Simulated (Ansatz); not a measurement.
Rb₂AgRhF₆:
```
Rb2AgRhF6
1.0
    0.00000     4.33837     4.33837
    4.33837     0.00000     4.33837
    4.33837     4.33837     0.00000
Rb Ag Rh F
2 1 1 6
Cartesian
  2.16919   2.16919   2.16919
  6.50756   6.50756   6.50756
  4.33837   4.33837   4.33837
  0.00000   0.00000   0.00000
  4.33837   4.33837   1.99344
  4.33837   4.33837   6.68330
  1.99344   4.33837   4.33837
  6.68330   4.33837   4.33837
  4.33837   1.99344   4.33837
  4.33837   6.68330   4.33837
```

Relaxed with r²SCAN. r²SCAN in the plane-wave PAW code Ansatz gives a gap of 2.02 eV.

### Question
What gap does HSE06 give on the same cell (Ansatz, PAW)?

### Answer
3.80 eV, 1.78 eV more. The hybrid was solved on a coarser mesh and at special points; the gap given is the minimum over both.

| k | v1 r²SCAN | c1 r²SCAN | v1 HSE06 | c1 HSE06 |
|---|---|---|---|---|
| Γ | 0.00 | 3.23 | … | … |
| X | -0.03 | 2.02 | -0.04 | 3.80 |
| L | -0.10 | 2.73 | … | … |
| W | -0.03 | 2.33 | … | … |
| K | -0.05 | 2.26 | … | … |

### Question
Top valence (v1) and lowest conduction level (c1) in eV from each method's valence maximum (which need not be a listed point): supply the withheld HSE06 values.

### Answer

- Γ, v1 HSE06: 0.00
- Γ, c1 HSE06: 5.07
- W, v1 HSE06: -0.09
- W, c1 HSE06: 4.11
- L, v1 HSE06: -0.09
- L, c1 HSE06: 4.57
- K, v1 HSE06: -0.10
- K, c1 HSE06: 4.04

Cost on shared cores: the r²SCAN run (SCF on a 6×6×6 mesh, then bands and DOS) about 3 core-minutes (a rough figure), the HSE06 run (SCF on 3×3×3, then a few points) roughly 4 core-minutes; the tasks are unlike.

Space group Fm-3m. The first step of the workflow began from a Materials Project structure, measured or hypothetical; the Crystallography Open Database copy checked does not list it. Whether it is the stable phase at ambient conditions was not checked. The r²SCAN relaxation kept the symmetry of its start; whether a distortion lowers the energy is not shown. No spin polarisation was allowed. Scalar-relativistic: spin–orbit coupling is off unless named, which matters more the heavier the elements.

Potentials: the later of the program's two PAW sets.
